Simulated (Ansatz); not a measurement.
Trial structure of Zn2GeN, not yet relaxed:

```
Zn Ge N
1.0
     3.52450    0.00000    0.00000
    -1.76225    3.05231    0.00000
     0.00000    0.00000    7.16717
Zn Ge N
2 1 1
Direct
  0.00000 0.00000 0.73686
  0.00000 0.00000 0.26314
  0.66667 0.33333 0.50000
  0.00000 0.00000 0.00000
```

All numbers below come from DFT PBE, scalar-relativistic, plane waves, PAW in Ansatz 0.2.0. Cutoff 420 eV; k points 6×6×4 on the computed 4-atom cell (Γ-centred); Gaussian smearing, width 0.10 eV; no spin polarisation.

The zero of energy is the elements' standard structures at the same level (N₂ as a molecule); no fitted shifts are applied.

Question: How far from equilibrium is it?

Answer: The pressure is -4.4 GPa (the mean over three directions, positive in compression), the largest force is 1.01 eV/Å, and the energy is +0.93 eV/atom against the elements. The shortest distance is 1.89 Å.

Question: How much does it gain on relaxing, and where does it end?

Answer: Relaxing gains under 0.1 eV/atom (the start's value is from the coarse mesh, so the gain is rough) in 13 ionic steps and ends at +0.87 eV/atom on the finer mesh. The symmetry stays P-6m2 (No. 187). The volume per atom shrinks by 12.5 %, from 19.3 to 16.9 Å³. The shortest distance goes from 1.89 Å (Zn–N) to 1.81 Å (Zn–N). The ratio c/a of the conventional cell changes by a factor of 1.13. Conventional cell: a = 3.242 Å, c = 7.417 Å. Zn is surrounded by 1 N at 1.81 Å and 3 Ge at 2.66 Å; around Ge lie 6 Zn at 2.66 Å and 6 Ge at 3.24 Å; around N lie 2 Zn at 1.81 Å.

The last run used an 18×18×6 mesh (in the run's order of axes) for its 4-atom cell and Gaussian smearing of 0.10 eV. An odd number of electrons in the primitive cell allows no gap without spin; a larger cell or a magnetic state could open one. The cell is a metal run without spin; a magnetic state may lie lower. The relaxation can't lower the symmetry of the start. Symmetry constrained the relaxation, so the result can be a saddle point.
